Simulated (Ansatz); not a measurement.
Nb2AlC in space group P6_3/mmc (No. 194; Al on 2d, Nb on 4f, C on 2a) at seven volumes, r²SCAN (plane waves, PAW; program Ansatz), shape and atoms relaxed at each. One row is withheld.

| V (Å³/atom) | P (GPa) |
|---|---|
| 13.231 | 21.49 |
| 13.667 | 13.11 |
| 14.104 | 6.02 |
| 14.540 | 0.00 |
| 14.976 | -5.13 |
| 15.412 | -9.36 |
| 15.848 | ? |

Task: Fit the shown pressures and predict the withheld one.

Result: Third-order Birch–Murnaghan: P = (3/2)B₀(x^(7/2) − x^(5/2))[1 + (3/4)(B′ − 4)(x − 1)] with x = (V₀/V)^(2/3). Least squares on the six rows gives V₀ = 14.540 Å³/atom, B₀ = 183.9 GPa, B′ = 4.53. At V = 15.848, x = 0.9442 and P = -13.04 GPa. The run itself gave -12.70 GPa.

The workflow started from a Materials Project entry (that database holds measured and hypothetical structures alike); the Crystallography Open Database copy checked does not list it. Whether it is the stable phase at ambient conditions was not checked. The r²SCAN relaxation kept the symmetry of its start; its stability against distortions is not shown here. No spin polarisation was allowed.

Potentials: the later of the program's two PAW sets.
